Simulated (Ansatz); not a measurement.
# AlN (P6_3mc), axial (c/a) deformation path

These are results of DFT PBE, scalar-relativistic, plane waves, PAW (Ansatz), not measurements. Cutoff 420 eV, Γ-centred 9×9×6 k-points, Gaussian smearing of 0.05 eV. No spin polarisation. Energies are free energies at this smearing, counted from the undisturbed cell; pressure is positive in compression.

Zero of the scan (as given, not relaxed at this level; it stands at 4.0 GPa):

```
CELL_PARAMETERS angstrom
3.11100 0.00000 0.00000
-1.55550 2.69421 0.00000
0.00000 0.00000 4.97800
ATOMIC_POSITIONS crystal
Al 0.33333 0.66667 0.00000
Al 0.66667 0.33333 0.50000
N 0.33333 0.66667 0.38500
N 0.66667 0.33333 0.88500
```

At fixed volume and fractional coordinates, lengths along (0.000, 0.000, 1.000) are scaled against those across it; ρ is that ratio over its starting value.

| ρ | ΔE (meV/atom) | pressure (GPa) | gap on the mesh (eV) |
| --- | --- | --- | --- |
| 0.800 | ? | 14.6 | ? |
| 0.850 | 221.9 | 8.7 | 3.76 |
| 0.920 | 53.5 | 4.6 | 3.92 |
| 0.960 | 10.9 | 3.8 | 4.04 |
| 1.000 | 0.0 | 4.0 | 4.15 |
| 1.050 | ? | 5.4 | ? |
| 1.100 | 82.1 | 7.8 | 4.01 |
| 1.200 | 279.9 | 14.7 | 3.08 |
| 1.300 | 556.8 | 23.6 | 1.85 |

(1) Give the withheld values.

Answers

(1) ΔE (meV/atom) at ρ = 0.800: 435.1; gap on the mesh (eV) at ρ = 0.800: 3.74; ΔE (meV/atom) at ρ = 1.050: 23.7; gap on the mesh (eV) at ρ = 1.050: 4.23.